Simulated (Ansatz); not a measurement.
Eu2H3Br with hamiltonian.hubbard, kpoints.mp_grid.grid changed

All numbers are calculated (PBEsol, collinear spin, no spin-orbit coupling; Ansatz, PAW set soft_2, 420 eV, k-mesh 9×9×6), not measured. These are the settings of the reference run.

Cell:

```
Br Eu H
1.0
     3.97450    0.00000    0.00000
    -1.98725    3.44202    0.00000
     0.00000    0.00000    6.89268
Br Eu H
1 2 3
Direct
  0.00000 0.00000 0.00000
  0.66667 0.33333 0.69253
  0.33333 0.66667 0.30747
  0.66667 0.33333 0.35320
  0.33333 0.66667 0.64680
  0.00000 0.00000 0.50000
```

The reference run of this cell is solved again as a single point with these keys changed:

| key | reference run | changed run |
| --- | --- | --- |
| hamiltonian.hubbard | not typed | {sites: [{species: Eu, l: f, u_eff: 3.0}], double_counting: fll} |
| kpoints.mp_grid.grid | [9, 9, 6] | [7, 7, 5] |

Q: Does this change matter?

A: 

| quantity | reference run | changed run |
| --- | --- | --- |
| pressure (GPa) | 0.0 | 1.4 |
| largest force (eV/Å) | 0.00 | 0.08 |
| gap on the mesh (eV) | 0.00 | 0.20 |
| moment of the cell (μB) | 14.00 | 14.00 |

The Hamiltonian isn't the same, so energies aren't compared. It took 15 iterations. A gap taken on a mesh is an upper bound, since the band edges can lie between its points.

Caveats: the reference run: 4f shell without a U, which puts 4f levels too near the Fermi level; the reference run: open f or d shells may hold a state above the lowest; a single point, atoms not relaxed again; a change of U can also leave the f or d shell in another state; semilocal functionals make gaps too small and can close them.
